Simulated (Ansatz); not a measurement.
SrO:
```xyz
2
Lattice="0.0000 2.5799 2.5799 2.5799 0.0000 2.5799 2.5799 2.5799 0.0000" Properties=species:S:1:pos:R:3 pbc="T T T"
Sr     0.0000     0.0000     0.0000
O      2.5799     2.5799     2.5799
```

Tensor components refer to the Cartesian frame of this cell.

Q: Give the high-frequency dielectric tensor and the Born effective charge tensors of the independent atoms from DFPT, DFT-r²SCAN in the program Ansatz with PAW potentials.

A: 
ε∞:
```
3.52  0.00  0.00
0.00  3.52  0.00
0.00  0.00  3.52
```
Z* of atom 1 (Sr), rows: field, columns: displacement, in e:
```
2.41  0.00  0.00
0.00  2.41  0.00
0.00  0.00  2.41
```
Z* of atom 2 (O), rows: field, columns: displacement, in e:
```
-2.41   0.00   0.00
 0.00  -2.41   0.00
 0.00   0.00  -2.41
```

Static charges for comparison (Bader): Sr1 +1.53, O2 -1.53 e. Born charges measure polarisation by displacement and can exceed these by far.

Space group Fm-3m (rock salt). The r²SCAN relaxation kept the symmetry of its start. Scalar-relativistic: spin–orbit coupling is off unless named, which matters more the heavier the elements.

Potentials: the later of the program's two PAW sets.
